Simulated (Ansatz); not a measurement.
HfO2 in space group P2_1/c (No. 14; Hf on 4e, O on 4e, O on 4e), PBEsol (plane waves, PAW; program Ansatz), all energies at zero smearing, with the estimated change up to a 700 eV cutoff added, with one set of potentials and settings (totals compare only within such a set). Cell of 12 atoms (4 Hf, 8 O): -66901.218 eV.

| element | reference phase | E (eV/atom) |
|---|---|---|
| Hf | P6_3/mmc, 2 atoms in the cell | -15598.0268 |
| O | C2/m, 4 atoms in the cell, spin-polarised | -558.3554 |

Formation energy per atom, worked out: (-66901.218 − 4×(-15598.0268) − 8×(-558.3554))/12 = -3.522 eV/atom (-340 kJ per mol of atoms), at 0 K, without zero-point energy or fitted corrections.

Symmetry was held in the PBEsol relaxation. No spin polarisation was allowed. The references are the lowest solids computed at this level, not always the standard phases (solids in place of the gases). Spin–orbit coupling is left out wherever it is not named.

Potentials: the later of the program's two PAW sets.
